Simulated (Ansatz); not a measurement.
TlBr (CsCl type)

```
CELL_PARAMETERS angstrom
      4.05321     0.00000     0.00000
      0.00000     4.05321     0.00000
      0.00000     0.00000     4.05321
ATOMIC_POSITIONS crystal
  Tl 0.00000 0.00000 0.00000
  Br 0.50000 0.50000 0.50000
```

The slice is a {100} plane (indices of the conventional cell) through the point (0.500, 0.500, 0.500) (fractional), spanned by u = [100] and v = [010] in vectors of this cell: u (4.05 Å) and v (4.05 Å, at 90° to u). It covers one period; positions are fractions (u, v).

Calculation: PBE (plane waves to 420 eV, PAW, scalar-relativistic; Ansatz, a first-principles code). k mesh 8×8×8. These are valence fields of a PAW run, semicore shells included where kept as valence: close to a nucleus they are smooth pseudo fields. Spin-orbit coupling is left out, though Tl is heavy. TlBr was relaxed with its symmetry unable to fall.

**Question.** Sketch the electrostatic potential energy of an electron, from the cell's mean on this plane as a map.

**Answer.** 
```
|xxxxxx0479999999740xxxxx|
|xxxxxx1589999999851xxxxx|
|xxxxxx3689999999863xxxxx|
|xxxxx257899999998752xxxx|
|xxxx24788999999988742xxx|
|001357889999899998875310|
|445678888888888888887654|
|778888988888888888988887|
|999999988888788888999999|
|999999988877777888999999|
|999999988877777888999999|
|999999888777777788899999|
|999999988877777888999999|
|999999988877777888999999|
|999999988888788888999999|
|778888988888888888988887|
|445678888888888888887654|
|001357889999899998875310|
|xxxx24788999999988742xxx|
|xxxxx257899999998752xxxx|
|xxxxxx3689999999863xxxxx|
|xxxxxx1589999999851xxxxx|
|xxxxxx0479999999740xxxxx|
|xxxxxx0479999999740xxxxx|
```
Scale: ten equal steps from -1.00 (start of '0') to 7.28 (end of '9'), in the order '0123456789'. Values: electrostatic potential energy of an electron, from the cell's mean, in eV. The map has 24 points along u (one character each, u = 0 at the left) and 24 along v (v = 0 in the bottom row). Points within 1 Å of a nucleus are blanked (x), as the pseudised field means little there. Values under -1 eV are set to -1. The zero, the cell's mean, hangs on the PAW cores.
